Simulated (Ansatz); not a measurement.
HfC: computed property card

HfC:
```yaml
crystal:
  lattice:
    - [0.00000, 2.49800, 2.49800]
    - [2.49800, 0.00000, 2.49800]
    - [2.49800, 2.49800, 0.00000]
  atoms:
    - { symbol: Hf, position: [0.00000, 0.00000, 0.00000] }
    - { symbol: C, position: [0.25000, 0.25000, 0.25000] }
```

Space group F-43m (No. 216), zinc blende; conventional cell a = b = c = 4.9960 Å, α = β = γ = 90.00°.

Method: DFT-PBEsol in the program Ansatz with PAW potentials. The cell and atoms are relaxed at this level. Other levels are named where they apply.

### Cell and energy

* **Volume per atom**: 15.59 Å³
* **Density**: 10.15 g/cm³
* **Formation energy from the elements (no fitted shifts)**: -0.26 eV/atom

### Electronic structure

Band gap: 0.19 eV (direct)
Valence-band maximum: at W
Conduction-band minimum: at W (6 equivalent valleys)
Electron effective mass: 0.40, 0.40, 3.1 mₑ (principal values)
Hole effective mass: 0.70, 0.70, 9.8 mₑ (principal values)
HSE06 gap on the PBEsol cell: 0.93 eV
Gap with spin–orbit coupling: 0.08 eV (the band order may be inverted)

### Mechanics

* **Bulk modulus (Birch–Murnaghan fit)**: 163 GPa
* **Pressure derivative B′**: 3.6
* **Elastic constants (relaxed ions, GPa)**: C11 = 171, C12 = 159, C44 = 55.0
* **Mechanical stability**: stable (all eigenvalues of C positive)
* **Hill bulk and shear moduli**: 163 and 24.3 GPa
* **Young's modulus**: 69.5 GPa
* **Poisson's ratio**: 0.43
* **Debye temperature from the elastic constants**: 210 K

### Dielectric response

* **Electronic dielectric constant ε∞ (DFPT)**: 22.4
* **Static dielectric constant ε0 (ions relaxed, cell fixed)**: 30.1
* **Born charges (a third of the trace)**: Hf +4.15, C -4.15 e

### Phonons

- Highest zone-centre frequency (without LO–TO term) = 559 cm⁻¹
- Zone-centre stability = no imaginary mode at Γ
- Dynamical stability on the path = stable (no imaginary branch)
- Zero-point energy = 63.9 meV/atom
- Vibrational entropy at 300 K = 23.5 J/(K·mol of atoms)

The start of the workflow was typed in or built on a structure type; neither database checked (COD, Materials Project) lists it. It is not the phase usual at ambient conditions (space group No. 225). Symmetry was held in the PBEsol relaxation. The run is not spin-polarised. The references are the lowest solids computed at this level, not always the standard phases. Spin–orbit coupling is left out wherever it is not named.

Potentials: the earlier of the program's two PAW sets. The files were generated under PBE; for other functionals the program regenerates the frozen cores, and for LDA and PBEsol the local potential too.
